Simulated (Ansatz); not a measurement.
Zn₄SnN₄: ⁶⁷Zn NMR of the central transition

Cell: a computed structure from the Materials Project (it need not be an observed phase), atoms as given.

```cif
data_Zn4SnN4
_symmetry_space_group_name_H-M 'P-1'
_symmetry_Int_Tables_number 2
_cell_length_a 5.8659
_cell_length_b 5.9920
_cell_length_c 8.6971
_cell_angle_alpha 89.751
_cell_angle_beta 73.749
_cell_angle_gamma 88.985
loop_
_atom_site_label
_atom_site_type_symbol
_atom_site_symmetry_multiplicity
_atom_site_Wyckoff_symbol
_atom_site_fract_x
_atom_site_fract_y
_atom_site_fract_z
Zn1 Zn 2 i 0.7684 0.6561 0.8464
Zn3 Zn 2 i 0.2006 0.8698 0.9476
Zn5 Zn 2 i 0.1702 0.6541 0.4533
Zn7 Zn 2 i 0.4916 0.1366 0.3758
Sn Sn 2 i 0.7191 0.6166 0.2346
N11 N 2 i 0.4702 0.8061 0.4049
N13 N 2 i 0.8502 0.8002 0.0267
N15 N 2 i 0.5541 0.3243 0.1852
N17 N 2 i 0.0143 0.5060 0.6705
```

One atom of each set is listed.

Level of theory: DFT, r2SCAN, plane waves and PAW, scalar-relativistic, 500 eV cutoff, Γ-centred 5×5×4 k-points, Fermi–Dirac smearing 0.02 eV (Ansatz 0.2.0).

⁶⁷Zn has I = 5/2 and Q = 122.0 mb (Pyykkö 2018); at 14.1 T its Larmor frequency is ν₀ = 37.6 MHz. Only the quadrupole interaction is simulated: positions count from each site's isotropic chemical shift, and shift anisotropy, dipolar and J coupling are left out.

Problem. Simulate the second-order pattern (static powder, Gaussian broadening 100 kHz) of site Zn1 (3 N at 1.97–1.99 Å).

Solution. The calculation gives C_Q = 56.7 MHz and η = 0.07, so ν_Q = 8.50 MHz and the centre of gravity lies at -13635 ppm (-513 kHz).

| offset (kHz) | height |
| --- | --- |
| -2016.0 | 0 |
| -1933.7 | 1 |
| -1851.5 | 21 |
| -1769.2 | 61 |
| -1686.9 | 80 |
| -1604.6 | 100 |
| -1522.3 | 87 |
| -1440.1 | 66 |
| -1357.8 | 57 |
| -1275.5 | 51 |
| -1193.2 | 47 |
| -1110.9 | 44 |
| -1028.7 | 42 |
| -946.4 | 40 |
| -864.1 | 39 |
| -781.8 | 38 |
| -699.5 | 37 |
| -617.3 | 36 |
| -535.0 | 35 |
| -452.7 | 35 |
| -370.4 | 35 |
| -288.1 | 35 |
| -205.9 | 35 |
| -123.6 | 35 |
| -41.3 | 33 |
| 41.0 | 28 |
| 123.3 | 27 |
| 205.5 | 28 |
| 287.8 | 30 |
| 370.1 | 31 |
| 452.4 | 33 |
| 534.7 | 36 |
| 616.9 | 40 |
| 699.2 | 45 |
| 781.5 | 56 |
| 863.8 | 81 |
| 946.1 | 83 |
| 1028.3 | 26 |
| 1110.6 | 1 |
| 1192.9 | 0 |

At Zn1 V_zz stands upright on the plane through its three neighbours (within 1°).

With ν_Q/ν₀ up to 0.23, terms beyond second order are no longer negligible.

With these PAW files V_zz is typically within 2 to 3 % of all-electron values, but misses above 10 % occur on Zn. With a gap of 0.4 eV on this mesh, the gradients can still move by some per cent as the k-mesh gets denser.

The run took 6.3 min of wall time (8.1 min of CPU time) and 2 GiB at its peak, on 2 threads of Intel Xeon Processor @ 2.50GHz (Skylake/Cascade Lake) (x86_64; 62 cores open to the job, memory cap 5.0 GiB, no GPU), a shared host with a load of 0.9 a core.
